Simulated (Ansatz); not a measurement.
Relaxed-ion elastic tensor of Al (hcp (Mg type), space group No. 194) in GPa (Voigt order), DFT-LDA in the program Ansatz with PAW potentials; density 2.81 g/cm³, 15.93 Å³ per atom.

|  | 1 | 2 | 3 | 4 | 5 | 6 |
|---|---|---|---|---|---|---|
| 1 | 119 | 63.4 | 55.8 | 0.0 | 0.0 | 0.0 |
| 2 | 63.4 | 119 | 55.8 | 0.0 | 0.0 | 0.0 |
| 3 | 55.8 | 55.8 | 134 | 0.0 | 0.0 | 0.0 |
| 4 | 0.0 | 0.0 | 0.0 | 13.2 | 0.0 | 0.0 |
| 5 | 0.0 | 0.0 | 0.0 | 0.0 | 13.2 | 0.0 |
| 6 | 0.0 | 0.0 | 0.0 | 0.0 | 0.0 | 28.0 |

Question: Is the crystal mechanically stable?

Answer: Yes: the smallest eigenvalue of C is 13.2 GPa.

Question: Work out the Voigt, Reuss and Hill averages.

Answer: K_V = 80.3, K_R = 80.3, K_H = 80.3; G_V = 24.0, G_R = 20.0, G_H = 22.0 GPa.

Question: Give Young's modulus, Poisson's ratio, Pugh's ratio and the universal anisotropy index.

Answer: E = 9KG/(3K + G) = 60.5 GPa; ν = 0.37; K/G = 3.65 (ductile by the Pugh limit of 1.75); A_U = 5G_V/G_R + K_V/K_R − 6 = 1.01.

Question: Estimate the sound speeds and the Debye temperature.

Answer: v_l = √((K + 4G/3)/ρ) = 6240 m/s, v_t = √(G/ρ) = 2800 m/s, mean 3160 m/s; Θ = (h/k)(3n/4πV)^(1/3) v_m = 374 K.

Question: How much does each axis shrink under pressure?

Answer: Linear compressibilities β_i = Σ_j S_ij (j = 1 to 3): x 4.3, y 4.3, z 3.9 per TPa.

Space group P6_3/mmc (hcp (Mg type)). The first step of the workflow began from a Materials Project structure, measured or hypothetical; the Crystallography Open Database copy checked does not list it. It is not the phase usual at ambient conditions (space group No. 225). The cell was relaxed with LDA under the symmetry of its start; its stability against distortions is not shown here. As this level gives no gap, shear constants depend on the k-mesh and smearing (Fermi–Dirac, 0.1 eV here). On the denser mesh and wider smearing of the elastic run this cell carries a stress of 0.8 GPa.

Potentials: the later of the program's two PAW sets.
